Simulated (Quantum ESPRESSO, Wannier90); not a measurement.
## Tight-binding from DFT: CsH (rock salt)

Structure: Materials Project mp-1057286, symmetrised, not relaxed again. COD (Crystallography Open Database) has an entry of this formula and space group (matched by these alone). Computed values, not measurements, from PBEsol: Quantum ESPRESSO (norm-conserving PseudoDojo potentials, cutoff 58 Ry, no spin polarisation, no spin-orbit coupling) on a Γ-centred 8×8×8 mesh, then Wannier90. Density: 8×8×8 mesh, cold smearing 0.01 Ry. Spin-orbit coupling is left out although heavy elements are present.

On the energy scale of pw.x, whose zero is arbitrary, the valence-band maximum lies at 3.24 eV.

Input w.win:

```
num_bands = 1
num_wann = 1
exclude_bands = 1-4,6-11
num_iter = 1000
conv_tol = 1.0e-6
conv_window = 4
num_cg_steps = 100
write_hr = true
write_u_matrices = true
auto_projections = true
begin unit_cell_cart
ang
    0.0000000000    3.1912550000    3.1912550000
    3.1912550000    0.0000000000    3.1912550000
    3.1912550000    3.1912550000    0.0000000000
end unit_cell_cart
begin atoms_frac
Cs   0.0000000000  0.0000000000  0.0000000000
H    0.5000000000  0.5000000000  0.5000000000
end atoms_frac
mp_grid = 8 8 8
begin kpoints
0.0000000000 0.0000000000 0.0000000000
0.0000000000 0.0000000000 0.1250000000
0.0000000000 0.0000000000 0.2500000000
... (509 more lines: the 8x8x8 mesh through Gamma)
end kpoints
```

Input of pw2wannier90.x that gives the overlap and projection files (equivalent; here they were cut from one run over all bands):

```
&inputpp
  outdir = './out'
  prefix = 'pwscf'
  seedname = 'w'
  write_amn = .true.
  write_mmn = .true.
  atom_proj = .true.
  atom_proj_exclude = 1 2 3 4 5
/
```

Output w.wout (banner and timings cut):

```
                                    ------
                                    SYSTEM
                                    ------

                              Lattice Vectors (Ang)
                    a_1     0.000000   3.191255   3.191255
                    a_2     3.191255   0.000000   3.191255
                    a_3     3.191255   3.191255   0.000000

                   Unit Cell Volume:      65.00017  (Ang^3)

                        Reciprocal-Space Vectors (Ang^-1)
                    b_1    -0.984438   0.984438   0.984438
                    b_2     0.984438  -0.984438   0.984438
                    b_3     0.984438   0.984438  -0.984438

 *----------------------------------------------------------------------------*
 |   Site       Fractional Coordinate          Cartesian Coordinate (Ang)     |
 +----------------------------------------------------------------------------+
 | cs   1   0.00000   0.00000   0.00000   |    0.00000   0.00000   0.00000    |
 | h    1   0.50000   0.50000   0.50000   |    3.19125   3.19125   3.19125    |
 *----------------------------------------------------------------------------*
                                ------------
                                K-POINT GRID
                                ------------

             Grid size =  8 x  8 x  8      Total points =  512

 *---------------------------------- MAIN ------------------------------------*
 |  Number of Wannier Functions               :                 1             |
 |  Number of Objective Wannier Functions     :                 1             |
 |  Number of input Bloch states              :                 1             |
 |  Output verbosity (1=low, 5=high)          :                 1             |
 |  Timing Level (1=low, 5=high)              :                 1             |
 |  Optimisation (0=memory, 3=speed)          :                 3             |
 |  Length Unit                               :               Ang             |
 |  Post-processing setup (write *.nnkp)      :                 F             |
 |  Using Gamma-only branch of algorithms     :                 F             |
 *----------------------------------------------------------------------------*
 *------------------------------- WANNIERISE ---------------------------------*
 |  Total number of iterations                :              1000             |
 |  Number of CG steps before reset           :               100             |
 |  Trial step length for line search         :             2.000             |
 |  Convergence tolerence                     :         0.100E-05             |
 |  Convergence window                        :                 4             |
 |  Iterations between writing output         :                 1             |
 |  Iterations between backing up to disk     :               100             |
 |  Write r^2_nm to file                      :                 F             |
 |  Write xyz WF centres to file              :                 F             |
 |  Write on-site energies <0n|H|0n> to file  :                 F             |
 |  Use guiding centre to control phases      :                 F             |
 |  Use phases for initial projections        :                 F             |
 *----------------------------------------------------------------------------*
 *-------------------------------- PLOTTING ----------------------------------*
 |  Plotting Hamiltonian in WF basis          :                 T             |
 *----------------------------------------------------------------------------*

       ... (k-mesh section left out)

 Starting a new Wannier90 calculation ...

 Reading overlaps from w.mmn

 Reading projections from w.amn

 *------------------------------- WANNIERISE ---------------------------------*
 +--------------------------------------------------------------------+<-- CONV
 | Iter  Delta Spread     RMS Gradient      Spread (Ang^2)            |<-- CONV
 +--------------------------------------------------------------------+<-- CONV

 ------------------------------------------------------------------------------
 Initial State
  WF centre and spread    1  (  3.191255,  3.191255,  3.191255 )     2.64041794
  Sum of centres and spreads (  3.191255,  3.191255,  3.191255 )     2.64041794

      0     0.264E+01     0.0000000000        2.6404179352  <-- CONV
        O_D=      0.0000000 O_OD=      0.0000000 O_TOT=      2.6404179 <-- SPRD
 ------------------------------------------------------------------------------
      1    -0.444E-15     0.0000001650        2.6404179352  <-- CONV
        O_D=      0.0000000 O_OD=      0.0000000 O_TOT=      2.6404179 <-- SPRD
      2     0.000E+00     0.0000001642        2.6404179352  <-- CONV
        O_D=      0.0000000 O_OD=      0.0000000 O_TOT=      2.6404179 <-- SPRD
      3    -0.888E-15     0.0000001627        2.6404179352  <-- CONV
        O_D=      0.0000000 O_OD=      0.0000000 O_TOT=      2.6404179 <-- SPRD
      4    -0.888E-15     0.0000001603        2.6404179352  <-- CONV
        O_D=      0.0000000 O_OD=      0.0000000 O_TOT=      2.6404179 <-- SPRD
             <<<     Delta < 1.000E-06  over  4 iterations     >>>
             <<< Wannierisation convergence criteria satisfied >>>
 Final State
  WF centre and spread    1  (  3.191255,  3.191255,  3.191255 )     2.64041794
  Sum of centres and spreads (  3.191255,  3.191255,  3.191255 )     2.64041794

         Spreads (Ang^2)       Omega I      =     2.640417935
        ================       Omega D      =     0.000000000
                               Omega OD     =     0.000000000
    Final Spread (Ang^2)       Omega Total  =     2.640417935
```
